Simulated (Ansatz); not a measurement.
# Cs2KScI6: pressure against volume

Cs2KScI6, Fm-3m, a = 12.423 Å. The structure is a Materials Project entry; whether it is the stable form wasn't checked. Ansatz: r2SCAN, PAW, 500 eV, Γ-centred 4×4×4 mesh on 10 atoms, Gaussian smearing 0.02 eV; no spin polarisation. Shape and atoms are relaxed at each volume; pressure is positive in compression.

```tsv
V (Å³/atom)	P (GPa)
45.059	0.94
46.497	?
47.935	0.00
49.373	-0.34
50.811	-0.63
```

Q: Take V0 = 47.935 Å³/atom, fit the third-order Birch–Murnaghan form to the other rows, and predict the missing pressure.

A: With the Eulerian strain f = ½[(V0/V)^(2/3) − 1] and y = P/[3f(1 + 2f)^(5/2)], the form is the line y = B0 + 1.5 B0 (B0′ − 4) f. Rows (f, y): 0.02106, 13.42; -0.00976, 12.20; -0.01905, 12.15. Means f = -0.002583, y = 12.590; Σ(Δf)² = 0.0008817, ΣΔfΔy = 0.02967; the slope is their ratio. y = 12.68 + 33.65 f GPa, so B0 = 12.7 GPa and B0′ = 4 + 2 × (33.65)/(3 × 12.68) = 5.77. At V = 46.497, f = 0.01026, y = 13.025 and P = 0.42 GPa. The run gave 0.42 GPa, the same to the digits shown.

Cost: 5 runs of about 25 core-minutes in all, on AMD EPYC (Zen 3) (shared hosts).